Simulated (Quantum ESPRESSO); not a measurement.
Ti2HfF4O4, finding a planted mistake in a log

Simulated, not a measurement. The program is pw.x of Quantum ESPRESSO 7.5 (plane-wave density functional theory). The cell is made up: 11 atoms on a fluorite lattice with one site empty, with randomly drawn elements, strain and displacements, not relaxed. PseudoDojo standard norm-conserving files (v0.5 for PBE, v0.4.1 for LDA and PBEsol) set the functional; there is no spin polarisation, spin-orbit coupling or dispersion term, and the masses in the input are unused placeholders.

The hafnium pseudopotential is less sure than the others, with forces about 3 percent (worst 6) and pressure in oxides about 1.5 GPa (worst 2.7) from a second method in checks, which no rerun with the same files tests.

Intended input:

```
&control calculation='scf', pseudo_dir='./dojo.nc.sr.pbe.v0_5.standard.upf', outdir='./o', disk_io='medium', tprnfor=.true., tstress=.true. /
&system ibrav=0, nat=11, ntyp=4, nbnd=50, ecutwfc=84.00895049, nosym=.true., tot_charge=0,
 occupations='smearing', smearing='fd', degauss=0.0018374661
/
&electrons conv_thr=7.350e-09, electron_maxstep=60, /
ATOMIC_SPECIES
F 1.0 F.upf
Hf 1.0 Hf.upf
O 1.0 O.upf
Ti 1.0 Ti.upf
CELL_PARAMETERS angstrom
4.9273 0.0391 0.0741
0.0391 4.9222 -0.0021
0.0741 -0.0021 4.8539
ATOMIC_POSITIONS angstrom
Ti 0.0194 0.0347 0.0407
Hf 2.4757 0.0085 2.5091
Ti 2.4689 2.4757 0.0366
F 1.3244 1.2325 1.2326
F 1.3974 1.2517 3.6157
O 1.2859 3.7092 1.2071
F 1.3366 3.7771 3.6602
F 3.7095 1.2901 1.2641
O 3.8121 1.299 3.7516
O 3.7042 3.7911 1.2643
O 3.7706 3.7357 3.6928
K_POINTS automatic
5 5 5 1 1 1
```

The log is shortened where brackets say so; the opening notice, blank lines, dates and the lines on written files are dropped, and the path of the files is cut. It prints rydbergs, bohrs and kilobars, and counts compression as positive stress. Where no state is partly filled, the Fermi energy that it prints is only some level between the filled and the empty states on the mesh, and need not lie in the true gap.

Log of the intended run:

```
     Program PWSCF v.7.5
     Parallel version (MPI & OpenMP), running on       1 processor cores
     Number of MPI processes:                 1
     Threads/MPI process:                     1
     [start-up lines left out]
     bravais-lattice index     =            0
     lattice parameter (alat)  =       9.3126  a.u.
     unit-cell volume          =     794.1974 (a.u.)^3
     number of atoms/cell      =           11
     number of atomic types    =            4
     number of electrons       =        88.00
     number of Kohn-Sham states=           50
     kinetic-energy cutoff     =      84.0090  Ry
     charge density cutoff     =     336.0358  Ry
     scf convergence threshold =      7.3E-09
     mixing beta               =       0.7000
     number of iterations used =            8  plain     mixing
     Exchange-correlation= PBE
                           (   1   4   3   4   0   0   0)
     [axes and pseudopotential details left out]
   Cartesian axes
     site n.     atom                  positions (alat units)
         1        Ti     tau(   1) = (   0.0039367   0.0070414   0.0082589  )
         2        Hf     tau(   2) = (   0.5023729   0.0017248   0.5091505  )
         3        Ti     tau(   3) = (   0.5009931   0.5023729   0.0074269  )
         4        F      tau(   4) = (   0.2687493   0.2501008   0.2501211  )
         5        F      tau(   5) = (   0.2835626   0.2539969   0.7337035  )
         6        O      tau(   6) = (   0.2609369   0.7526767   0.2449466  )
         7        F      tau(   7) = (   0.2712250   0.7664551   0.7427335  )
         8        F      tau(   8) = (   0.7527376   0.2617891   0.2565132  )
         9        O      tau(   9) = (   0.7735573   0.2635951   0.7612806  )
        10        O      tau(  10) = (   0.7516621   0.7692960   0.2565537  )
        11        O      tau(  11) = (   0.7651361   0.7580541   0.7493488  )
     number of k points=    63  Fermi-Dirac smearing, width (Ry)=  0.0018
                       cart. coord. in units 2pi/alat
        k(    1) = (   0.0977208   0.0993845   0.1000780), wk =   0.0320000
        k(    2) = (   0.0946655   0.0994954   0.3031785), wk =   0.0320000
     [further k points left out]
     Dense  grid:    82623 G-vectors     FFT dimensions: (  60,  60,  54)
     Estimated max dynamical RAM per process >     136.48 MB
     Initial potential from superposition of free atoms
     starting charge      87.9949, renormalised to      88.0000
     Starting wfcs are   62 randomized atomic wfcs
     total cpu time spent up to now is       24.5 secs
     per-process dynamical memory:    83.2 Mb
     Self-consistent Calculation
     iteration #  1     ecut=    84.01 Ry     beta= 0.70
     Davidson diagonalization with overlap
     ethr =  1.00E-02,  avg # of iterations =  2.0
     total cpu time spent up to now is       72.3 secs
     total energy              =    -678.01346449 Ry
     estimated scf accuracy    <       4.74602350 Ry
     iteration #  2     ecut=    84.01 Ry     beta= 0.70
     Davidson diagonalization with overlap
     ethr =  5.39E-03,  avg # of iterations =  7.1
     total cpu time spent up to now is      150.9 secs
     total energy              =    -670.59333675 Ry
     estimated scf accuracy    <     104.11228252 Ry
     [iterations 3 to 22 left out]
     iteration # 23     ecut=    84.01 Ry     beta= 0.70
     Davidson diagonalization with overlap
     ethr =  7.11E-11,  avg # of iterations =  6.0
     total cpu time spent up to now is     1273.9 secs
     total energy              =    -680.70595410 Ry
     estimated scf accuracy    <       0.00000003 Ry
     iteration # 24     ecut=    84.01 Ry     beta= 0.70
     Davidson diagonalization with overlap
     ethr =  3.50E-11,  avg # of iterations =  1.2
     total cpu time spent up to now is     1328.7 secs
     End of self-consistent calculation
     [lines on levels left out]
     the Fermi energy is     9.9799 ev
!    total energy              =    -680.70595410 Ry
     estimated scf accuracy    <          5.7E-09 Ry
     smearing contrib. (-TS)   =      -0.00000046 Ry
     internal energy E=F+TS    =    -680.70595364 Ry
     The total energy is F=E-TS. E is the sum of the following terms:
     one-electron contribution =    -230.67146380 Ry
     hartree contribution      =     162.68475310 Ry
     xc contribution           =    -141.15724670 Ry
     ewald contribution        =    -471.56199624 Ry
     convergence has been achieved in  24 iterations
     Forces acting on atoms (cartesian axes, Ry/au):
     atom    1 type  4   force =    -0.18072217   -0.13570029    0.01293915
     atom    2 type  2   force =     0.17254570   -0.11467044   -0.04797136
     atom    3 type  4   force =     0.16295008    0.15444219   -0.00530396
     atom    4 type  1   force =    -0.02906354    0.01550842   -0.03997554
     atom    5 type  1   force =    -0.06278931    0.05573894    0.06482591
     atom    6 type  3   force =     0.00810246    0.02543818   -0.06574072
     atom    7 type  1   force =    -0.04064327   -0.02605788    0.02507653
     atom    8 type  1   force =     0.00466467    0.01962163    0.00735095
     atom    9 type  3   force =    -0.02229142   -0.03514038    0.06233294
     atom   10 type  3   force =     0.02162951    0.02504347   -0.07526929
     atom   11 type  3   force =    -0.03438271    0.01577615    0.06173539
     Total force =     0.432329     Total SCF correction =     0.000187
     Computing stress (Cartesian axis) and pressure
          total   stress  (Ry/bohr**3)                   (kbar)     P=       34.90
   0.00003682  -0.00011023  -0.00039983            5.42      -16.22      -58.82
  -0.00011023   0.00011452  -0.00013644          -16.22       16.85      -20.07
  -0.00039983  -0.00013644   0.00056046          -58.82      -20.07       82.45
     init_run     :     22.96s CPU     24.31s WALL (       1 calls)
     electrons    :   1232.33s CPU   1304.19s WALL (       1 calls)
     forces       :     10.70s CPU     10.81s WALL (       1 calls)
     stress       :     39.26s CPU     39.44s WALL (       1 calls)
     [timing details left out]
     PWSCF        :  21m45.59s CPU  22m59.48s WALL
     JOB DONE.
```

A second run was made from an input with one planted mistake. Its log:

```
     Program PWSCF v.7.5
     Parallel version (MPI & OpenMP), running on       4 processor cores
     Number of MPI processes:                 4
     Threads/MPI process:                     1
     [start-up lines left out]
     bravais-lattice index     =            0
     lattice parameter (alat)  =       9.3126  a.u.
     unit-cell volume          =     794.1974 (a.u.)^3
     number of atoms/cell      =           11
     number of atomic types    =            4
     number of electrons       =        88.00
     number of Kohn-Sham states=           50
     kinetic-energy cutoff     =      54.9035  Ry
     charge density cutoff     =     219.6139  Ry
     scf convergence threshold =      7.3E-09
     mixing beta               =       0.7000
     number of iterations used =            8  plain     mixing
     Exchange-correlation= PBE
                           (   1   4   3   4   0   0   0)
     [axes and pseudopotential details left out]
   Cartesian axes
     site n.     atom                  positions (alat units)
         1        Ti     tau(   1) = (   0.0039367   0.0070414   0.0082589  )
         2        Hf     tau(   2) = (   0.5023729   0.0017248   0.5091505  )
         3        Ti     tau(   3) = (   0.5009931   0.5023729   0.0074269  )
         4        F      tau(   4) = (   0.2687493   0.2501008   0.2501211  )
         5        F      tau(   5) = (   0.2835626   0.2539969   0.7337035  )
         6        O      tau(   6) = (   0.2609369   0.7526767   0.2449466  )
         7        F      tau(   7) = (   0.2712250   0.7664551   0.7427335  )
         8        F      tau(   8) = (   0.7527376   0.2617891   0.2565132  )
         9        O      tau(   9) = (   0.7735573   0.2635951   0.7612806  )
        10        O      tau(  10) = (   0.7516621   0.7692960   0.2565537  )
        11        O      tau(  11) = (   0.7651361   0.7580541   0.7493488  )
     number of k points=    63  Fermi-Dirac smearing, width (Ry)=  0.0018
                       cart. coord. in units 2pi/alat
        k(    1) = (   0.0977208   0.0993845   0.1000780), wk =   0.0320000
        k(    2) = (   0.0946655   0.0994954   0.3031785), wk =   0.0320000
     [further k points left out]
     Dense  grid:    43651 G-vectors     FFT dimensions: (  45,  45,  45)
     Estimated max dynamical RAM per process >     142.15 MB
     Estimated total dynamical RAM >     536.62 MB
     Check: negative core charge=   -0.000063
     Initial potential from superposition of free atoms
     starting charge      87.9949, renormalised to      88.0000
     Starting wfcs are   62 randomized atomic wfcs
     total cpu time spent up to now is        6.5 secs
     per-process dynamical memory:   111.2 Mb
     Self-consistent Calculation
     iteration #  1     ecut=    54.90 Ry     beta= 0.70
     Davidson diagonalization with overlap
     ethr =  1.00E-02,  avg # of iterations =  2.0
     total cpu time spent up to now is       14.6 secs
     total energy              =    -677.84974956 Ry
     estimated scf accuracy    <       4.59748287 Ry
     iteration #  2     ecut=    54.90 Ry     beta= 0.70
     Davidson diagonalization with overlap
     ethr =  5.22E-03,  avg # of iterations =  7.1
     total cpu time spent up to now is       31.7 secs
     total energy              =    -670.39601491 Ry
     estimated scf accuracy    <     101.79582540 Ry
     [iterations 3 to 23 left out]
     iteration # 24     ecut=    54.90 Ry     beta= 0.70
     Davidson diagonalization with overlap
     ethr =  1.70E-11,  avg # of iterations =  1.0
     total cpu time spent up to now is      259.1 secs
     total energy              =    -680.44036430 Ry
     estimated scf accuracy    <          1.0E-08 Ry
     iteration # 25     ecut=    54.90 Ry     beta= 0.70
     Davidson diagonalization with overlap
     ethr =  1.13E-11,  avg # of iterations =  2.5
     total cpu time spent up to now is      268.1 secs
     End of self-consistent calculation
     [lines on levels left out]
     the Fermi energy is    10.0221 ev
!    total energy              =    -680.44036430 Ry
     estimated scf accuracy    <          2.3E-09 Ry
     smearing contrib. (-TS)   =      -0.00000032 Ry
     internal energy E=F+TS    =    -680.44036398 Ry
     The total energy is F=E-TS. E is the sum of the following terms:
     one-electron contribution =    -230.04925457 Ry
     hartree contribution      =     162.21052184 Ry
     xc contribution           =    -141.03963501 Ry
     ewald contribution        =    -471.56199624 Ry
     convergence has been achieved in  25 iterations
     Forces acting on atoms (cartesian axes, Ry/au):
     atom    1 type  4   force =    -0.18282222   -0.13715149    0.01635672
     atom    2 type  2   force =     0.17377229   -0.11589266   -0.04801410
     atom    3 type  4   force =     0.16403547    0.15315538   -0.00568586
     atom    4 type  1   force =    -0.03044446    0.01689055   -0.04220900
     atom    5 type  1   force =    -0.06327104    0.05818814    0.06598110
     atom    6 type  3   force =     0.00813848    0.02412037   -0.06842122
     atom    7 type  1   force =    -0.04280154   -0.02627377    0.02556428
     atom    8 type  1   force =     0.00674343    0.02052986    0.00610925
     atom    9 type  3   force =    -0.02196271   -0.03467382    0.06498983
     atom   10 type  3   force =     0.02444536    0.02699680   -0.07636433
     atom   11 type  3   force =    -0.03583305    0.01411065    0.06169333
     Total force =     0.436959     Total SCF correction =     0.000122
     Computing stress (Cartesian axis) and pressure
          total   stress  (Ry/bohr**3)                   (kbar)     P=     -277.10
  -0.00208951  -0.00011150  -0.00040828         -307.38      -16.40      -60.06
  -0.00011150  -0.00200749  -0.00014064          -16.40     -295.31      -20.69
  -0.00040828  -0.00014064  -0.00155402          -60.06      -20.69     -228.60
     init_run     :      4.64s CPU      4.80s WALL (       1 calls)
     electrons    :    260.08s CPU    261.63s WALL (       1 calls)
     forces       :      2.17s CPU      2.19s WALL (       1 calls)
     stress       :      5.97s CPU      5.99s WALL (       1 calls)
     [timing details left out]
     PWSCF        :   4m34.64s CPU   4m36.43s WALL
     JOB DONE.
```

Question: what was wrong in the second input?

Answer: the plane-wave cutoff is too low. The input lines that differ, file-writing options aside:

```
- &system ibrav=0, nat=11, ntyp=4, nbnd=50, ecutwfc=84.00895049, nosym=.true., tot_charge=0,
+ &system ibrav=0, nat=11, ntyp=4, nbnd=50, ecutwfc=54.90348733, nosym=.true., tot_charge=0,
```

|  | intended run | run with the mistake |
| --- | --- | --- |
| free energy (eV) | -9261.476 | -9257.863 |
| smearing term -TS (eV) | 0.0000 | 0.0000 |
| pressure (GPa) | 3.49 | -27.71 |
| largest force component (eV/Å) | 4.647 | 4.701 |
| largest change of a force component (eV/Å) |  | 0.088 |
| iterations | 24 | 25 |

For scale, a rerun of the intended cell at a cutoff of 1437 eV and k mesh 7 x 7 x 7 moved values by no more than 0.003 eV in energy, 0.04 GPa in stress and 0.004 eV/Å in force.